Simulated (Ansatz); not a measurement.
## SnSe₂ (P-3m1), zone-centre modes

These are results of DFT PBE+D3(BJ), scalar-relativistic, plane waves, PAW (Ansatz 0.2.0), not measurements. Settings: plane waves to 420 eV, k-mesh 12×12×6 (Γ-centred), Gaussian smearing 0.03 eV. No spin polarisation.

Zero of the scan (relaxed at this level):

```xyz
3
Lattice="3.8390 0.0000 0.0000 -1.9195 3.3247 0.0000 0.0000 0.0000 6.0116" Properties=species:S:1:pos:R:3 pbc="T T T"
Sn    0.0000    0.0000    0.0000
Se    0.0000    2.2165    1.5940
Se    1.9195    1.1082    4.4176
```

Harmonic modes by finite displacements of 0.02 Å, without the LO–TO term.

(1) At this geometry, is the structure stable against these modes?

(2) List the wavenumbers in cm⁻¹.

Answers

(1) Yes: no mode is imaginary beyond 10 cm⁻¹, and only the three translations lie near zero.

(2) 0, 0, 0, 123, 123, 142, 142, 181, 240.

Cost: 1 run of about 1.1 core-minutes, on Intel Xeon 6975P-C (Granite Rapids) (shared hosts).